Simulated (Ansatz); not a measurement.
Given:

SiC:
```
CELL_PARAMETERS angstrom
      2.85572     0.00000     0.00000
     -1.42786     2.47312     0.00000
      0.00000     0.00000     2.58185
ATOMIC_POSITIONS crystal
  Si 0.00000 0.00000 0.00000
  C  0.66667 0.33333 0.50000
```

This is the PBE-relaxed structure.

Problem. All from DFT-PBE in the program Ansatz with PAW potentials, unless another level is named. Predict the electronic character.

Solution. metallic (no gap).

Problem. Next, the density of states at the Fermi level?

Solution. 0.29 states/eV per atom (mean over ±0.08 eV).

Problem. Next, the formation energy from the elements (no fitted shifts)?

Solution. 1.10 eV/atom.

Space group P-6m2. The cell is a constructed one: a structure type filled with these elements; neither database checked (COD, Materials Project) lists it. It is not the phase usual at ambient conditions (space group No. 186, 216). The PBE relaxation kept the symmetry of its start; its stability against distortions is not shown here. The references are the lowest solids computed at this level, not always the standard phases.

Potentials: the later of the program's two PAW sets.
